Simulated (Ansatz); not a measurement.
Rh:
```cif
data_Rh8
_chemical_formula_sum 'Rh8'
_space_group_name_H-M_alt 'Fd-3m :1'
_space_group_IT_number 227
_space_group_name_Hall 'F 4d 2 3 -1d'
_cell_length_a 5.46032
_cell_length_b 5.46032
_cell_length_c 5.46032
_cell_angle_alpha 90.000
_cell_angle_beta 90.000
_cell_angle_gamma 90.000
loop_
_atom_site_label
_atom_site_type_symbol
_atom_site_symmetry_multiplicity
_atom_site_Wyckoff_symbol
_atom_site_fract_x
_atom_site_fract_y
_atom_site_fract_z
_atom_site_occupancy
Rh1 Rh 8 b 0.50000 0.50000 0.50000 1
```
(The calculation used a cell of 2 atoms; values per cell refer to that cell.)

Relaxed with r²SCAN.

Problem. Tabulate the valence density and the electron localisation function along the shortest Rh–Rh contact (2.36 Å), r²SCAN (plane waves, PAW; program Ansatz).

Solution. 

```tsv
distance from Rh (Å)	density (e/Å³)	ELF
0.24	12.42	0.74
0.35	10.07	0.69
0.47	7.51	0.63
0.59	5.17	0.57
0.71	3.17	0.49
0.83	1.71	0.41
0.95	1.02	0.34
1.06	0.79	0.30
1.18	0.70	0.29
1.30	0.78	0.30
1.42	1.02	0.34
1.54	1.71	0.41
1.66	3.17	0.49
1.77	5.17	0.57
1.89	7.51	0.63
2.01	10.07	0.69
2.13	12.42	0.74
```

The density is the valence pseudo-density with augmentation charge, so density and ELF within about 1 Å of a nucleus are not all-electron values.

The start of the workflow was typed in or built on a structure type; neither database checked (COD, Materials Project) lists it. It is not the phase usual at ambient conditions (space group No. 225). The r²SCAN relaxation kept the symmetry of its start. At this level the phase is mechanically unstable. The workflow began spin-polarised and lost its moments.

Potentials: the earlier of the program's two PAW sets.
